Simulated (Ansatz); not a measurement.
Si12W:
```
Si12W
1.0
    7.08043     0.00000     0.00000
   -3.54022     6.13183     0.00000
    0.00000     0.00000     5.24035
W Si
1 12
Direct
  0.00000   0.00000   0.00000
  0.33380   0.00000   0.73467
  0.33380   0.00000   0.26533
  0.33380   0.33380   0.73467
  0.33380   0.33380   0.26533
  0.00000   0.33380   0.73467
  0.00000   0.33380   0.26533
  0.66620   0.00000   0.73467
  0.66620   0.00000   0.26533
  0.66620   0.66620   0.73467
  0.66620   0.66620   0.26533
  0.00000   0.66620   0.73467
  0.00000   0.66620   0.26533
```

Relaxed with r²SCAN+D4. Special points in fractions of this cell's reciprocal vectors: Γ (0.000, 0.000, 0.000); M (0.500, 0.000, 0.000); K (0.333, 0.333, 0.000); A (0.000, 0.000, 0.500); L (0.500, 0.000, 0.500); H (0.333, 0.333, 0.500).

### Question
List the band energies nearest the Fermi level at these points for r²SCAN+D4 in the plane-wave PAW code Ansatz.

### Answer
In eV from the Fermi level; about four levels below and three above (degenerate sets whole), none deeper than 8.9 eV; points with the same levels are listed once.

```
k                    below                above
-  -----------------------  -------------------
Γ  -0.19 -0.19 -0.14 -0.14       0.54 0.54 0.70
M  -1.72 -1.71 -0.38 -0.23       0.44 0.96 1.17
K  -2.43 -1.83 -1.83 -1.50       0.60 1.04 1.04
A  -2.53 -2.41 -2.01 -1.61  0.12 0.12 0.47 0.47
L  -1.51 -1.11 -0.30 -0.22       0.09 0.13 0.39
H  -1.03 -1.03 -0.80 -0.59  0.15 0.15 1.63 1.63
```

Space group P6/mmm. The start of the workflow was typed in or built on a structure type; neither database checked (COD, Materials Project) lists it. Its standing as an ambient phase is unchecked. Symmetry was held in the r²SCAN+D4 relaxation; its stability against distortions is not shown here. No spin polarisation was allowed. Its formation energy is positive at this level, so the cell may be metastable or incomplete. Spin–orbit coupling is left out wherever it is not named.

Potentials: the earlier of the program's two PAW sets.
